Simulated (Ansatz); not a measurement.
Several occupations of a hcp lattice at one composition, 3 Al, 3 Be, 14 Ti. Sites, in fractions of the cell 4.257 -2.458 -4.541; 4.257 -2.458 4.541; -1.419 -7.374 0.000 Å:

| cell | sites |
| --- | --- |
| all | Ti (0.14 0.39 0.60), Ti (0.34 0.59 0.80), Ti (0.36 0.11 0.40), Ti (0.44 0.69 0.40), Ti (0.66 0.41 0.20), Ti (0.76 0.51 0.80), Ti (0.86 0.61 0.40), Ti (0.94 0.19 0.40) |
| 1 | Al (0.04 0.29 0.00), Al (0.46 0.21 0.00), Al (0.74 0.99 0.20), Be (0.26 0.01 0.80), Be (0.54 0.79 0.00), Be (0.56 0.31 0.60), Ti (0.06 0.81 0.60), Ti (0.16 0.91 0.20), Ti (0.24 0.49 0.20), Ti (0.64 0.89 0.60), Ti (0.84 0.09 0.80), Ti (0.96 0.71 0.00) |
| 2 | Al (0.04 0.29 0.00), Al (0.54 0.79 0.00), Al (0.74 0.99 0.20), Be (0.46 0.21 0.00), Be (0.64 0.89 0.60), Be (0.96 0.71 0.00), Ti (0.06 0.81 0.60), Ti (0.16 0.91 0.20), Ti (0.24 0.49 0.20), Ti (0.26 0.01 0.80), Ti (0.56 0.31 0.60), Ti (0.84 0.09 0.80) |
| 3 | Al (0.16 0.91 0.20), Al (0.24 0.49 0.20), Al (0.54 0.79 0.00), Be (0.06 0.81 0.60), Be (0.64 0.89 0.60), Be (0.84 0.09 0.80), Ti (0.04 0.29 0.00), Ti (0.26 0.01 0.80), Ti (0.46 0.21 0.00), Ti (0.56 0.31 0.60), Ti (0.74 0.99 0.20), Ti (0.96 0.71 0.00) |

Each was relaxed without symmetry on coarser meshes and computed once more. The calculation used DFT PBE, scalar-relativistic, plane waves, PAW (Ansatz).

Cutoff 420 eV; k points 5×5×5 on the computed 20-atom cell (Γ-centred); Gaussian smearing, width 0.10 eV; no spin polarisation.

Warren–Cowley parameters of the first shell of the sublattice with most elements (negative: unlike neighbours preferred):
```
cell Al-Ti Be-Ti Al-Be
   1   0.01  -0.07   0.07
   2   0.05  -0.11  -0.48
   3  -0.07  -0.07   0.44
```

Question: Which occupation is lowest in energy, and by how much?

Answer: Cells 1, 3 are lowest, within 8 meV/atom of each other and so too close to rank here.
| cell | E − E(lowest) (meV/atom) | V (Å³/atom) |
| --- | --- | --- |
| 1 | 0.0 | 15.82 |
| 3 | 6.3 | 15.83 |
| 2 | 34.7 | 15.91 |

The final mesh leaves forces up to 0.17 eV/Å and stresses up to 0.4 GPa: the relaxation ran on a coarser mesh, so the cell's shape, its bonds and its energy belong partly to that mesh.

Cost: 6 runs of about 20 core-minutes in all (earlier runs that led there not counted), on AMD EPYC 7R13 Processor (Zen 3) (shared hosts).